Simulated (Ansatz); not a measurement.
Recipe of this trial structure of Zn₂GeN₂: random cell by space group and Wyckoff sites (P-6m2, No. 187). Lengths were set from tabulated atomic sizes, so they are only a guess.

```cif
data_structure
_symmetry_space_group_name_H-M 'P-6m2'
_symmetry_Int_Tables_number 187
_cell_length_a 3.8072
_cell_length_b 3.8072
_cell_length_c 6.5027
_cell_angle_alpha 90.000
_cell_angle_beta 90.000
_cell_angle_gamma 120.000
_cell_volume 81.63
loop_
_atom_site_label
_atom_site_type_symbol
_atom_site_symmetry_multiplicity
_atom_site_Wyckoff_symbol
_atom_site_fract_x
_atom_site_fract_y
_atom_site_fract_z
_atom_site_occupancy
Zn1 Zn 1 d 0.33333 0.66667 0.50000 1
Zn2 Zn 1 e 0.66667 0.33333 0.00000 1
Ge1 Ge 1 b 0.00000 0.00000 0.50000 1
N1 N 2 g 0.00000 0.00000 0.79159 1
```

These are results of Ansatz, DFT PBE, scalar-relativistic, plane waves, PAW, not measurements. Cutoff 420 eV, Gaussian smearing, Γ-centred meshes. Cell and atoms relax first on a coarse mesh and then on a finer one. In between, the cell is made exact in the group found at 0.06 Å. In metals the finer mesh still leaves noise of several meV/atom or more. The steps can't lower the symmetry of their start. No spin polarisation.

A guess keeps its type if space group and coordination stay and the shape of the cell changes little (axis ratios within about 15 %, angles within 6°); the volume may change.

Task: Does this structure survive the relaxation?

Result: It keeps its type. The symmetry stays P-6m2 (No. 187). The volume per atom shrinks by 0.9 %, from 16.3 to 16.2 Å³. The shortest distance goes from 1.90 Å (Ge–N) to 1.89 Å (Ge–N). The ratio c/a of the conventional cell changes by a factor of 0.89. Counting neighbours within 15 % of an atom's shortest distance, the start has Ge 2, N 1, Zn 3/6 and the end Ge 2, N 1, Zn 3/6.

Energies over the elements count from the elements' standard structures at the same level (N₂ as a molecule), with no fitted energy shifts.

Task: At what energy does it end?

Result: +1.27 eV/atom. It can't be a ground state, since the elements alone are lower.

The last run used a 12×12×6 mesh (in the run's order of axes) for its 5-atom cell and Gaussian smearing of 0.10 eV. Symmetry constrained the relaxation, so the result can be a saddle point. Another cell of Zn2GeN2 relaxed alike, in P-3m1, lies 1.02 eV/atom lower, so this cell isn't the stable form at this level.

In counts of neighbours, a slash parts the counts of unlike sites.
